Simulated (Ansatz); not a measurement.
**Sr (Im-3m), two-dimensional strain map**

Level of theory: DFT r2SCAN, scalar-relativistic, plane waves, PAW in Ansatz. Settings: plane waves to 500 eV, k-mesh 14×14×14 (Γ-centred), Gaussian smearing 0.15 eV. No spin polarisation. Energies are free energies at this smearing, counted from the undisturbed cell; pressure is positive in compression.

The undisturbed cell (as given, not relaxed at this level; it stands at -0.2 GPa; this bcc form isn't the usual structure):

```yaml
crystal:
  lattice:
    - [-2.42500, 2.42500, 2.42500]
    - [2.42500, -2.42500, 2.42500]
    - [2.42500, 2.42500, -2.42500]
  atoms:
    - { symbol: Sr, position: [0.00000, 0.00000, 0.00000] }
```

The cell is strained by p along both x and y and by q along z, fractional coordinates fixed. Points are written (p, q).

Energy above the undisturbed cell in meV/atom (a dash: not computed):

```
 p \ q  -0.080  -0.040  0.000  0.040  0.080
-0.080   109.5    72.0   45.1      ?    9.9
-0.040    42.4       ?    7.0    0.5   -1.6
 0.000    10.2     0.5    0.0    5.4   15.1
 0.040     4.4     6.0   16.5   33.0      ?
 0.080    23.3       ?   53.6   79.7  110.0
```

(1) Fill in the withheld energies.

Answers

(1) (-0.080, 0.040): 25.1; (-0.040, -0.040): 19.7; (0.040, 0.080): 53.7; (0.080, -0.040): 33.8.